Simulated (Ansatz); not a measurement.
# NbSnH4: relaxation step by step

The guess for NbSnH4 was made by a generator: ordered mixture on the cation sites of aluminium diboride (P6/mmm, No. 191) (occupants of the shared sites, in ratio, Nb: 1, Sn: 1). Its size is a rough estimate.

```
Nb Sn H
1.0
     3.20599    0.00000    0.00000
    -1.60299    2.77647    0.00000
     0.00000    0.00000    6.92494
Nb Sn H
1 1 4
Cartesian
  0.0000 0.0000 0.0000
  0.0000 0.0000 3.4625
  0.0000 1.8510 1.7312
  0.0000 1.8510 5.1937
  1.6030 0.9255 1.7312
  1.6030 0.9255 5.1937
```

The calculation used Ansatz, DFT PBE, scalar-relativistic, plane waves, PAW. Cutoff 420 eV, Gaussian smearing, Γ-centred meshes. Cell and atoms relax first on a coarse mesh and then on a finer one. In between, the cell is made exact in the group found at 0.06 Å. In metals the finer mesh still leaves noise of several meV/atom or more. The steps can't lower the symmetry of their start. No spin polarisation in the relaxation; trial moments died out in a coarse test.

Steps on the 6×6×4 mesh (6 atoms, 8 steps). The free energy counts from the last step; the plane-wave basis is renewed at times, which shifts energy and pressure.

| step | ΔF (meV/atom) | V (Å³/atom) | P (GPa) | largest force component (eV/Å) |
| --- | --- | --- | --- | --- |
| 1 | 579.3 | 10.27 | -14.25 | 1.556 |
| 2 | 305.2 | 9.21 | -7.64 | 1.625 |
| 3 | 113.8 | 8.81 | -1.55 | 1.169 |
| 4 | 15.1 | 8.87 | 1.34 | 0.422 |
| 5 | 0.3 | 9.12 | 1.85 | 0.112 |
| 6 | -0.7 | 9.20 | 0.08 | 0.001 |
| 7 | -0.7 | 9.22 | 0.11 | 0.008 |
| 8 | 0.0 | 9.22 | 0.07 | 0.008 |

The relaxed structure, after a last relaxation on the converged mesh:

```cif
data_structure
_symmetry_space_group_name_H-M 'P 1'
_symmetry_Int_Tables_number 1
_cell_length_a 3.1312
_cell_length_b 3.1312
_cell_length_c 6.5086
_cell_angle_alpha 90.000
_cell_angle_beta 90.000
_cell_angle_gamma 120.000
_cell_volume 55.26
loop_
_atom_site_label
_atom_site_type_symbol
_atom_site_fract_x
_atom_site_fract_y
_atom_site_fract_z
_atom_site_occupancy
Nb1 Nb 0.00000 0.00000 0.00000 1
Sn1 Sn 0.00000 0.00000 0.50000 1
H1 H 0.33333 0.66667 0.15289 1
H2 H 0.33333 0.66667 0.84711 1
H3 H 0.66667 0.33333 0.15289 1
H4 H 0.66667 0.33333 0.84711 1
```

The symmetry stays P6/mmm (No. 191). The volume per atom shrinks by 10.3 %, from 10.3 to 9.2 Å³. The shortest distance goes from 1.85 Å (H–H) to 1.81 Å (H–H). The energy falls by about 0.55 eV/atom (the start's value is from the coarse mesh). Around Nb lie 12 H at 2.06 Å, 6 Nb at 3.13 Å and 2 Sn at 3.25 Å; around Sn lie 12 H at 2.89 Å, 6 Sn at 3.13 Å and 2 Nb at 3.25 Å; H is surrounded by 3 H at 1.81 Å, 1 H at 1.99 Å, 3 Nb at 2.06 Å, 3 H at 2.69 Å and 3 Sn at 2.89 Å.

For NbSnH4, the volume per atom is 9.21 Å³. The density is 6.48 g/cm³ and the energy over the elements is +0.14 eV/atom. The gap on the 12×12×6 mesh of the 6-atom cell is 0 eV (a metal).

Formation energies are uncorrected and refer to the elements' standard structures at the same level (H₂ as a molecule). The references include grey tin.

The last run used Gaussian smearing of 0.10 eV. With hydrogen, zero-point motion can shift formation energies by some tens of meV/atom. A structure relaxed within its symmetry needn't be a true minimum. In all, the 3 runs took 78 s on 1 thread of Arm Neoverse N1, with other jobs on the host.
